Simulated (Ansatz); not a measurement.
## Relaxation of CrB-type YGe, step by step

Computed with Ansatz (plane waves, PAW, 420 eV cutoff): PBEsol, scalar-relativistic, no spin polarisation, 8×8×8 k-mesh, Gaussian smearing of 0.05 eV. The datasets are Ansatz's generated set soft_2.

The start was a prototype's sites filled with these elements, not a measured cell.

```yaml
crystal:
  lattice:
    - [2.0826060714, -5.5033610172, 0.0]
    - [2.0826060714, 5.5033610172, 0.0]
    - [0.0, 0.0, 4.1042346229]
  atoms:
    - { symbol: "Y", position: [0.85475, 0.14525, 0.25] }
    - { symbol: "Y", position: [0.14525, 0.85475, 0.75] }
    - { symbol: Ge, position: [0.564, 0.436, 0.25] }
    - { symbol: Ge, position: [0.436, 0.564, 0.75] }
basis:
  ecutwfc: 420
  ecutrho_ratio: 4
kpoints:
  mp_grid: { grid: [8, 8, 8] }
hamiltonian:
  xc: pbesol
scf:
  occupations: { method: gaussian, width: 0.05 }
output:
  forces: true
  stress: true
  eigenvalues: true
relax:
  f_tol: 0.01
  max_steps: 60
  cell: { stress_tol: 0.04 }
```

Launched as:
```sh
ansatz run input.yaml --threads 4 --pin off --max-ram 4096MiB --backend cpu --events-out ev --progress --plain --runs-dir out
```

Positions (Å) and forces (eV/Å) at the first step:

```xyz
4
Lattice="2.083 -5.503 0.000 2.083 5.503 0.000 0.000 0.000 4.104" Properties=species:S:1:pos:R:3:forces:R:3 pbc="T T T"
Y     2.083   -3.905    1.026    0.000   -0.163    0.000
Y     2.083    3.905    3.078    0.000    0.163    0.000
Ge    2.083   -0.704    1.026    0.000   -1.613    0.000
Ge    2.083    0.704    3.078    0.000    1.613    0.000
```

Question: Where does the relaxation end?

Answer: After 5 further evaluations the energy is 133.6 meV/atom lower and the largest force component 0.003 eV/Å; space group Cmcm.
```xyz
4
Lattice="2.119 -5.308 0.000 2.119 5.308 0.000 0.000 0.000 3.914" Properties=species:S:1:pos:R:3 pbc="T T T"
Y     2.119   -3.834    0.978
Y     2.119    3.834    2.935
Ge    2.119   -0.894    0.978
Ge    2.119    0.894    2.935
```

The course:

| step | E − E(end) (meV/atom) | largest force component (eV/Å) | P (GPa) | a (Å) | b (Å) | c (Å) | accepted |
| --- | --- | --- | --- | --- | --- | --- | --- |
| 1 | 133.59 | 1.613 | -3.77 | 5.884 | 5.884 | 4.104 | yes |
| 2 | 9.18 | 0.423 | 2.53 | 5.660 | 5.660 | 3.903 | yes |
| 3 | 0.91 | 0.067 | -0.33 | 5.734 | 5.734 | 3.889 | yes |
| 4 | -0.11 | 0.023 | -0.12 | 5.717 | 5.717 | 3.915 | yes |
| 5 | -0.14 | 0.002 | 0.02 | 5.716 | 5.716 | 3.914 | yes |
| 6 | 0.00 | 0.003 | 0.02 | 5.716 | 5.716 | 3.914 | yes |

Late in the path the plane-wave basis is renewed for the changed cell, which shifts energy and pressure at the same geometry (Pulay error), so rows before the renewal hold an offset.

Step 2 in full:

```xyz
4
Lattice="2.085 -5.262 0.000 2.085 5.262 0.000 0.000 0.000 3.903" Properties=species:S:1:pos:R:3:forces:R:3 pbc="T T T"
Y     2.085   -3.786    0.976    0.000    0.026    0.000
Y     2.085    3.786    2.928    0.000   -0.026    0.000
Ge    2.085   -0.845    0.976    0.000   -0.423    0.000
Ge    2.085    0.845    2.928    0.000    0.423    0.000
```

It took roughly 2.1 core-minutes on a shared host.
